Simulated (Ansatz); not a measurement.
MnNi3: do energies and stresses tell the same story?

Theory: DFT PBEsol, scalar-relativistic, plane waves, PAW in Ansatz.

Cutoff 420 eV; k points 12×12×12 on the computed 4-atom cell (Γ-centred); Gaussian smearing, width 0.10 eV; collinear spin from starting moments 3.27 0.59 0.59 0.59 μB.

Relaxed cell: Pm-3m, a = 3.504 Å, b = 3.504 Å, c = 3.504 Å, α = 90.00°, β = 90.00°, γ = 90.00°, 4 atoms in the primitive cell. Whether it is the stable form of this composition wasn't checked.

Energies at zero smearing and pressures from the stress tensor, at volumes with shape and atoms relaxed:
```csv
V (Å³/atom),E − E(first) (meV/atom),P (GPa)
9.469,0.00,36.00
9.791,-60.76,24.50
10.114,-100.35,14.85
10.437,-122.14,6.77
10.760,-128.97,0.00
11.083,-123.24,-5.67
11.405,-106.99,-10.39
11.836,-72.05,-15.46
```

Check P = −dE/dV between neighbouring volumes, and get the bulk modulus from the pressures alone.

With 1 eV/Å³ = 160.2 GPa:
| middle V (Å³/atom) | −ΔE/ΔV (GPa) | mean P (GPa) |
| --- | --- | --- |
| 9.630 | 30.159 | 30.251 |
| 9.953 | 19.651 | 19.677 |
| 10.276 | 10.815 | 10.812 |
| 10.598 | 3.391 | 3.384 |
| 10.921 | -2.848 | -2.834 |
| 11.244 | -8.065 | -8.026 |
| 11.621 | -13.005 | -12.921 |

The two differ by 0.09 GPa at most. The mean of two end pressures misses the average over a step by about ΔV² P″/12, up to 0.17 GPa here; with that taken off 0.12 GPa remains. The stress is the derivative of the free energy, not of the energy at zero smearing, and with free energies 0.01 GPa remains. The largest site moment goes from 2.57 to 3.25 μB along the series, which bends P(V). Around V = 10.760 Å³/atom, the two neighbours give B = −V ΔP/ΔV = 10.760 × 12.44 / 0.646 = 207.3 GPa, against B0 = 206.0 GPa from the Birch–Murnaghan fit of the energies.

Only parallel moments were tried here.

Only this magnetic start was tried.